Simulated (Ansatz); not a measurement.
YTl (CsCl type, Pm-3m), PBE in the plane-wave PAW code Ansatz, all energies at zero smearing, with the estimated change up to a 700 eV cutoff added, with one set of potentials and settings (totals compare only within such a set). Cell of 2 atoms (1 Y, 1 Tl): -15293.580 eV.

| element | reference phase | E (eV/atom) |
|---|---|---|
| Y | P6_3/mmc, 2 atoms in the cell | -3848.6668 |
| Tl | P6_3/mmc, 2 atoms in the cell | -11444.1498 |

Formation energy per atom, worked out: (-15293.580 − 1×(-3848.6668) − 1×(-11444.1498))/2 = -0.382 eV/atom (-37 kJ per mol of atoms), at 0 K, without zero-point energy or fitted corrections.

The workflow started from an entry of the Crystallography Open Database (COD). Its standing as an ambient phase is unchecked. Symmetry was held in the PBE relaxation; whether a distortion lowers the energy is not shown. The run is not spin-polarised. The references are the lowest solids computed at this level, not always the standard phases. Scalar-relativistic: spin–orbit coupling is off unless named, which matters more the heavier the elements.

Potentials: the later of the program's two PAW sets.
